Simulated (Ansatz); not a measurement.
Starting cell, MoS2 (2H-MoS2 type, space group P6_3/mmc):

```xyz
6
Lattice="3.1090 0.0000 0.0000 -1.5545 2.6925 0.0000 0.0000 0.0000 11.7086" Properties=species:S:1:pos:R:3 pbc="T T T"
Mo     0.0000     1.7950     2.9272
Mo     1.5545     0.8975     8.7815
S      0.0000     1.7950     7.2182
S      1.5545     0.8975     1.3639
S      1.5545     0.8975     4.4905
S      0.0000     1.7950    10.3448
```

In each cell atom 3 (S, nearest neighbour Mo at 2.380 Å; its periodic images, 3.1 Å or more away, move with it) moves by s·(0.577, 0.577, 0.577) (along Cartesian [111]), the rest being held.

Calculation: PBEsol-D3(BJ) (plane waves to 420 eV, PAW, scalar-relativistic; Ansatz, a first-principles code). k mesh 10×10×3 (Γ-centred), Fermi-Dirac smearing 0.05 eV. Energies are smeared free energies. MoS2 is run without spin polarisation. MoS2 was relaxed with its symmetry unable to fall. The PAW data are Ansatz's earlier set. The zero of ΔE is the undisplaced structure.

```tsv
s (Å)	ΔE (meV/cell)
-0.240	307
-0.192	205
-0.144	120
-0.096	56
-0.048	14
0.000	0
0.048	16
0.096	65
0.144	151
0.192	278
0.240	withheld
```

Question: Fit a polynomial form (powers 2, 3, 4) to the given rows and predict ΔE at s = 0.240.

Answer: Least squares on the 10 given rows: ΔE = (6526)·s² + (5156)·s³ + (699.1)·s⁴, in meV/cell with s in Å; root-mean-square residual 0.2 meV/cell. At 0.240 the fit gives 449 meV/cell; the calculation gives 449 meV/cell, the same to the digits shown. The quadratic term alone would give 376 meV/cell.

(For displaced atoms, the force is minus the slope of the energy, and its curvature is a force constant, which sets phonon frequencies.)
